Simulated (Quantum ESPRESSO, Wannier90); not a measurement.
MgSe (rock salt), plane waves to Wannier functions

Materials Project entry mp-10760; symmetrised, unrelaxed at this level. COD (Crystallography Open Database) has an entry of this formula and space group (matched by these alone). Level: PBEsol, no spin polarisation, no spin-orbit coupling; pw.x of Quantum ESPRESSO at 69 Ry with PseudoDojo potentials, 10×10×10 k-points, Wannier90. Density: 10×10×10 mesh, cold smearing 0.01 Ry. Spin-orbit coupling, left out, would split the p-like bands by a few tenths of an eV.

```
begin unit_cell_cart
ang
    0.0000000000    2.7337250000    2.7337250000
    2.7337250000    0.0000000000    2.7337250000
    2.7337250000    2.7337250000    0.0000000000
end unit_cell_cart
mp_grid = 10 10 10
```

Neighbour vectors b of the finite-difference formula (Å⁻¹), by shell:

```csv
shell,b_x,b_y,b_z
1,0.11492,0.11492,-0.11492
1,0.11492,-0.11492,0.11492
1,-0.11492,0.11492,0.11492
1,0.11492,0.11492,0.11492
1,-0.11492,-0.11492,0.11492
1,-0.11492,0.11492,-0.11492
1,0.11492,-0.11492,-0.11492
1,-0.11492,-0.11492,-0.11492
```

Task: Find the weights w_b from the completeness condition Σ_b w_b b_α b_β = δ_αβ.

Result: Shell 1: Σ b_x² = 0.106, Σ b_y² = 0.106, Σ b_z² = 0.106 Å⁻²
Each of the three diagonal sums, weighted, has to give 1 and the off-diagonal ones 0, which holds for w_1 = 9.46 Å². Check on xx: 9.46×0.106 = 1.00.

On this mesh the 4 functions of bands 10-13 (valence bands; start: sp3 on Se, conv_tol = 1.0e-6) end with spreads 1.8640, 1.8640, 1.8640, 1.8640 Å², Ω_I = 6.2214 Å² and Ω_D = 0.0001 Å².

Ω_total is the sum of the spreads, 7.456 Å². Ω_OD = Ω_total − Ω_I − Ω_D = 1.235 Å². Only (Ω_D + Ω_OD)/Ω_total = 16.6 % depends on the gauge, and another start could lower the total by that share at most. The rms radius is √(Ω_total/4) = 1.37 Å.
